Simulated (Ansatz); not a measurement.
Input and command of a plane-wave DFT calculation in Ansatz:

```yaml
crystal:
  lattice:
    - [-1.641, 1.641, 1.59177]
    - [1.641, -1.641, 1.59177]
    - [1.641, 1.641, -1.59177]
  atoms:
    - { symbol: Ti, position: [0.0, 0.0, 0.0] }
basis:
  ecutwfc: 420
kpoints:
  mp_grid: { grid: [20, 20, 20] }
hamiltonian:
  xc: pbesol
scf:
  occupations: { method: gaussian, width: 0.15 }
output:
  forces: true
  stress: true
  eigenvalues: true
```

```bash
ansatz run input.yaml --threads 1 --pin off --max-ram 2560MiB --backend cpu --events-out ev --progress --plain --runs-dir out
```

Processor: Arm Neoverse V1, 1 thread, on a host shared with other jobs.

Task: Estimate time, memory and problem size.

Result: About 5.9 s on 1 thread of Arm Neoverse V1, on a shared host, peak memory 0.39 GiB. It solves 10 bands at 641 k points (the mesh reduced by symmetry) with about 337 plane waves, in 6 SCF iterations.
